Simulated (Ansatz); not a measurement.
Input:

GaAs:
```
CELL_PARAMETERS angstrom
      4.01819     0.00000     0.00000
     -2.00910     3.47986     0.00000
      0.00000     0.00000     8.78127
ATOMIC_POSITIONS crystal
  Ga 0.50022 0.00000 0.66667
  Ga 0.00000 0.50022 0.33333
  Ga 0.49978 0.49978 0.00000
  As 0.50012 0.00000 0.16667
  As 0.00000 0.50012 0.83333
  As 0.49988 0.49988 0.50000
```

This is the PBEsol-relaxed structure.

Problem. All from the program Ansatz at the PBEsol level (PAW), unless another level is named. Predict the electronic character.

Solution. no gap, with almost no states at the Fermi level (zero-gap or semimetallic).

Problem. Predict the formation energy from the elements (no fitted shifts).

Solution. -0.15 eV/atom.

Problem. Predict the gap with spin–orbit coupling.

Solution. none (metallic).

Space group P6_222. The start of the workflow was typed in or built on a structure type; neither database checked (COD, Materials Project) lists it. It is not the phase usual at ambient conditions (space group No. 216). The PBEsol relaxation kept the symmetry of its start; of distortions, only those at the zone centre were tested. The references are the lowest solids computed at this level, not always the standard phases. Spin–orbit coupling is left out wherever it is not named.

Potentials: the later of the program's two PAW sets.
